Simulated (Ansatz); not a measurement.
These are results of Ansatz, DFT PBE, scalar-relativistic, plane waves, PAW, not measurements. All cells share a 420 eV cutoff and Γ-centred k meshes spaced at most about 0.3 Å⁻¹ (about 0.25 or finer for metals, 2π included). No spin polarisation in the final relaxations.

All energies are static (0 K, no zero-point motion).

Two relaxed structures of Ga4TeO:

A.

Space group P4/mmm (No. 123). a = 4.760 Å, b = 4.760 Å, c = 6.627 Å, α = 90.00°, β = 90.00°, γ = 90.00°
```
atom  site  symmetry       x       y       z
  Ga    2g       4mm  0.0000  0.0000  0.6906
  Ga    2f      mmm.  0.5000  0.0000  0.0000
  Te    1d     4/mmm  0.5000  0.5000  0.5000
   O    1a     4/mmm  0.0000  0.0000  0.0000
```

B.

Space group P-6m2 (No. 187). a = 3.118 Å, b = 3.118 Å, c = 13.946 Å, α = 90.00°, β = 90.00°, γ = 120.00°
```csv
atom,site,symmetry,x,y,z
Ga,2g,3m.,0.0000,0.0000,0.6047
Ga,2i,3m.,0.6667,0.3333,0.7874
Te,1a,-6m2,0.0000,0.0000,0.0000
O,1f,-6m2,0.6667,0.3333,0.5000
```

Question: Which is lower in energy, and by how much?

Answer: B is lower, by 215 meV/atom. A has space group P4/mmm (No. 123), 25.0 Å³/atom and no gap on its mesh; B has space group P-6m2 (No. 187), 19.6 Å³/atom and no gap. Counting O or Te atoms around Ga (for each partner element, those within 1.25 times its shortest distance or 1.15 times the sum of covalent radii, where it is the nearest in units of that sum or under 1.3; the shortest distance is added where it is long for a bond; a slash parts the counts of unlike sites), A has Ga 1/2 from 2.4 Å and B has Ga 3 from 2.3 Å/3 from 3.5 Å. The denser one is the lower, and pressure would at first widen the difference. In A, around Ga on a site of symmetry 4mm lie 1 O at 2.05 Å, 1 Ga at 2.53 Å, 4 Ga at 3.14 Å and 4 Te at 3.60 Å; around Te lie 8 Ga at 3.60 Å and 8 Ga at 4.08 Å; O is surrounded by 2 Ga at 2.05 Å and 4 Ga at 2.38 Å; 1 more site not described. In B, Ga on its first site is surrounded by 3 O at 2.32 Å, 1 Ga at 2.92 Å and 9 Ga at 3.12 Å; around Te lie 6 Te at 3.12 Å and 6 Ga at 3.47 Å; around O lie 6 Ga at 2.32 Å; 1 more site not described. Both come from invented guesses. A third cell relaxed alike, in Cmmm, lies 66 meV/atom below the lower of the two.

These runs have no spin–orbit coupling, which can matter for Te. Cells relaxed within their symmetry can be saddle points.
